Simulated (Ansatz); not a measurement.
One crystal and one scan (scan of one atom of the cell) at two levels, PBE (plane waves to 420 eV, PAW, scalar-relativistic; Ansatz, an electronic-structure program) and r2SCAN (plane waves to 500 eV, PAW, scalar-relativistic; Ansatz), each from its own relaxed cell and on its own mesh.

The crystal is InP (zinc blende); one P atom of a 2-atom cell moves by s along Cartesian [110], with its periodic images.

E stands for the smeared free energy. InP was relaxed with its symmetry unable to fall. Both scans cover s from -0.770 to 0.770 Å.

```tsv
quantity	run 1	run 2
Lattice constant a (Å)	5.907	5.960
Energy at s = 0.770 Å (meV/cell)	2777	2550
Force along the line at s = -0.770 Å (eV/Å)	8.307	7.626
Force constant k = d²E/ds² at s = 0 (finite differences) (eV/Å²)	7.86	7.24
```

Problem. Which run is which level?

Solution. Run 2 is PBE, run 1 is r2SCAN. PBE gives the higher value for: lattice constant a. PBE gives the lower value for: energy at s = 0.770 Å; force along the line at s = -0.770 Å; force constant k = d²E/ds² at s = 0. Both give the same symmetry of the curve: even: the same for both signs. Neither level is exact: the differences show how much the result hangs on the functional.

(For displaced atoms, the force is minus the slope of the energy, and its curvature is a force constant, which sets phonon frequencies.)
